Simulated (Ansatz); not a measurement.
ZnS (NiAs type, P6_3/mmc), the program Ansatz at the PBEsol level (PAW). The conduction-band minimum lies at K, with 2 equivalent valleys. Second derivatives d²E/dk² of the lowest band at one valley (eV·Å²), along Cartesian directions:

```tsv
direction	d²E/dk²
[100]	25.76
[010]	25.76
[001]	37.65
[110]	25.76
[101]	31.72
[011]	31.72
```

Q: Find the principal effective masses, the density-of-states mass and the conductivity mass.

A: Off-diagonal terms follow from H_xy = H[110] − (H_xx + H_yy)/2, and m*/mₑ = 7.620 eV·Å² over each eigenvalue: 0.20, 0.30, 0.30. One valley's DOS mass (m₁m₂m₃)^(1/3) = 0.26, conductivity mass 3/(Σ 1/mᵢ) = 0.26 mₑ.

Q: What effective density of states Nc follows at 300 K for parabolic valleys?

A: Nc = 2.509e19 × 2 × (0.26)^(3/2) ≈ 6.7e18 cm⁻³.

Q: With the computed static dielectric constant 71.0 (mean of the diagonal), estimate a hydrogenic donor's binding energy and radius.

A: E = 13.606 eV × 0.26/71.0² ≈ 0.70 meV; a = 0.529 Å × ε/m* ≈ 140 Å. Semilocal masses tend to be too small where the gap is.

The start of the workflow was typed in or built on a structure type; neither database checked (COD, Materials Project) lists it. It is not the phase usual at ambient conditions (space group No. 186, 216). The PBEsol relaxation kept the symmetry of its start; phonons on a q-mesh show weakly imaginary modes.

Potentials: the later of the program's two PAW sets.
